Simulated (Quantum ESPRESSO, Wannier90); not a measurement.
**RbCl (CsCl type): Wannier90 run**

Structure: Materials Project mp-23299, symmetrised, not relaxed again. COD (Crystallography Open Database) has the formula in 2 space groups, this one among them (matched by group alone). Level: PBEsol, no spin polarisation, no spin-orbit coupling; pw.x of Quantum ESPRESSO at 47 Ry with PseudoDojo potentials, 8×8×8 k-points, Wannier90. Density: 8×8×8 mesh, cold smearing 0.01 Ry.

```
begin unit_cell_cart
ang
    3.9359700000    0.0000000000    0.0000000000
    0.0000000000    3.9359700000    0.0000000000
    0.0000000000    0.0000000000    3.9359700000
end unit_cell_cart
mp_grid = 8 8 8
```

Neighbour vectors b of the finite-difference formula (Å⁻¹), by shell:

```
shell       b_x       b_y       b_z
-----  --------  --------  --------
1       0.00000   0.00000   0.19954
1       0.00000   0.19954   0.00000
1       0.19954   0.00000   0.00000
1       0.00000   0.00000  -0.19954
1       0.00000  -0.19954   0.00000
1      -0.19954   0.00000   0.00000
```

Find the weights w_b from the completeness condition Σ_b w_b b_α b_β = δ_αβ.

Shell 1: Σ b_x² = 0.080, Σ b_y² = 0.080, Σ b_z² = 0.080 Å⁻²
Each of the three diagonal sums, weighted, has to give 1 and the off-diagonal ones 0, which holds for w_1 = 12.6 Å². Check on xx: 12.56×0.080 = 1.00.

On this mesh the 4 functions of bands 2,6-8 (valence bands; start: SCDM (isolated), conv_tol = 1.0e-7) end with spreads 1.2897, 1.2897, 1.2897, 1.2915 Å², Ω_I = 4.4318 Å² and Ω_D = 0.0003 Å².

Ω_total is the sum of the spreads, 5.161 Å². Ω_OD = Ω_total − Ω_I − Ω_D = 0.729 Å². Only (Ω_D + Ω_OD)/Ω_total = 14.1 % depends on the gauge, and another start could lower the total by that share at most. The rms radius is √(Ω_total/4) = 1.14 Å.
